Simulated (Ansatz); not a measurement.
ZnNi:
```cif
data_NiZn
_chemical_formula_sum 'Zn1 Ni1'
_space_group_name_H-M_alt 'P4/mmm'
_space_group_IT_number 123
_space_group_name_Hall '-P 4 2'
_cell_length_a 2.68764
_cell_length_b 2.68764
_cell_length_c 3.20118
_cell_angle_alpha 90.000
_cell_angle_beta 90.000
_cell_angle_gamma 90.000
loop_
_atom_site_label
_atom_site_type_symbol
_atom_site_symmetry_multiplicity
_atom_site_Wyckoff_symbol
_atom_site_fract_x
_atom_site_fract_y
_atom_site_fract_z
_atom_site_occupancy
Zn1 Zn 1 d 0.50000 0.50000 0.50000 1
Ni1 Ni 1 a 0.00000 0.00000 0.00000 1
```

Relaxed with r²SCAN.

**Question.** Tabulate the valence density and the electron localisation function along the shortest Ni–Ni contact (2.69 Å), the program Ansatz at the r²SCAN level (PAW).

**Answer.** 

| distance from Ni (Å) | density (e/Å³) | ELF |
|---|---|---|
| 0.27 | 31.44 | 0.57 |
| 0.40 | 14.80 | 0.44 |
| 0.54 | 5.96 | 0.32 |
| 0.67 | 2.31 | 0.24 |
| 0.81 | 0.94 | 0.18 |
| 0.94 | 0.48 | 0.16 |
| 1.08 | 0.34 | 0.19 |
| 1.21 | 0.28 | 0.27 |
| 1.34 | 0.26 | 0.31 |
| 1.48 | 0.28 | 0.27 |
| 1.61 | 0.34 | 0.19 |
| 1.75 | 0.48 | 0.16 |
| 1.88 | 0.94 | 0.18 |
| 2.02 | 2.31 | 0.24 |
| 2.15 | 5.96 | 0.32 |
| 2.28 | 14.80 | 0.44 |
| 2.42 | 31.44 | 0.57 |

The density is the valence pseudo-density with augmentation charge, so density and ELF within about 1 Å of a nucleus are not all-electron values.

The workflow started from an entry of the Crystallography Open Database (COD), which files this formula under 3 space groups. Its standing as an ambient phase is unchecked. Symmetry was held in the r²SCAN relaxation; whether a distortion lowers the energy is not shown. The workflow began spin-polarised and lost its moments. The cell computed holds one magnetic atom, so no antiferromagnetic order was within reach.

Potentials: the later of the program's two PAW sets.
